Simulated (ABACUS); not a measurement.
A self-consistent single point of Cu3Sn (P6_3/mmc, 8 atoms in the cell; from Materials Project mp-13138, changed as shown).

```yaml
crystal:
  lattice:
    - [5.61693, 0.00000, 0.00000]
    - [-2.80846, 4.86440, 0.00000]
    - [0.00000, 0.00000, 4.35814]
  atoms:
    - { symbol: Cu, position: [0.15577, 0.84423, 0.75000] }
    - { symbol: Cu, position: [0.84423, 0.15577, 0.25000] }
    - { symbol: Cu, position: [0.31154, 0.15577, 0.25000] }
    - { symbol: Cu, position: [0.68846, 0.84423, 0.75000] }
    - { symbol: Cu, position: [0.15577, 0.31154, 0.75000] }
    - { symbol: Cu, position: [0.84423, 0.68846, 0.25000] }
    - { symbol: Sn, position: [0.33333, 0.66667, 0.25000] }
    - { symbol: Sn, position: [0.66667, 0.33333, 0.75000] }
```

Computed with LDA (PW92), numerical atomic orbitals DZP (confined pseudo-atomic orbitals with Gaussian additions; energy shift 0.01 Ry), PseudoDojo 0.4 standard norm-conserving LDA (tails mended) pseudopotentials (ABACUS).

ABACUS settings:

* **basis**: DZP numerical atomic orbitals, energy shift 0.01 Ry
* **KPT**: Gamma 6 6 6 0 0 0
* **basis_type**: lcao
* **dft_functional**: PWLDA
* **ecutwfc**: 100 Ry
* **smearing_method**: fd
* **smearing_sigma**: 0.00734986 Ry
* **potentials**: PseudoDojo 0.4 standard norm-conserving LDA (tails mended)
* **symmetry**: 1
* **symmetry_prec**: 1e-05
* **ks_solver**: scalapack_gvx
* **scf_nmax**: 100
* **scf_thr**: 1.0e-06
* **mixing_type**: pulay
* **mixing_beta**: 0.4

Results:

| Quantity | Result |
|---|---|
| Number of valence electrons | 142 |
| Number of bands | 86 |
| Number of k-points after the program's reduction | 28 |
| Size of the basis | 206 |
| Number of SCF iterations | 9 |
| Free energy E − TS | -35207.8567 eV |
| Fermi level (on the code's own zero) | 15.40 eV |
| Pressure | -11.04 GPa |
| Largest force (vector length) | 0.212 eV/Å |

Forces (eV/Å):
| atom | Fx | Fy | Fz |
|---|---|---|---|
| Cu1 | -0.183 | 0.106 | 0.000 |
| Cu2 | 0.183 | -0.106 | 0.000 |
| Cu3 | -0.183 | -0.106 | 0.000 |
| Cu4 | 0.183 | 0.106 | 0.000 |
| Cu5 | 0.000 | -0.212 | 0.000 |
| Cu6 | 0.000 | 0.212 | 0.000 |
| Sn7 | 0.000 | 0.000 | 0.000 |
| Sn8 | 0.000 | 0.000 | 0.000 |

Stress (GPa, positive for compression):
```
-11.02    0.00    0.00
  0.00  -11.02    0.00
  0.00    0.00  -11.07
```

For comparison: a first run was changed to give this one (lattice scaled by 1.02), and from it to this one the free energy goes up by 44.6 meV/atom, the pressure goes from -5.26 to -11.04 GPa and the largest force goes from 0.149 to 0.212 eV/Å.

The atom-centred basis is finite, which shifts total energies, pressures and forces against plane waves. The structure comes from a collection of computed structures, made at another level of theory; the collection holds predicted forms beside known ones. No clean gap shows at this smearing width and mesh (spacing up to 0.24 Å⁻¹); the mesh is coarse for partly filled bands, so the values carry mesh errors.

Cost on one core: around 50 core-seconds (rough).

The atomic orbitals were generated for these runs; they are not ABACUS's published sets and were checked against plane waves on a few crystals only.

“Tails mended”: in these copies of the files the far tail of each local potential was reset to the Coulomb form.
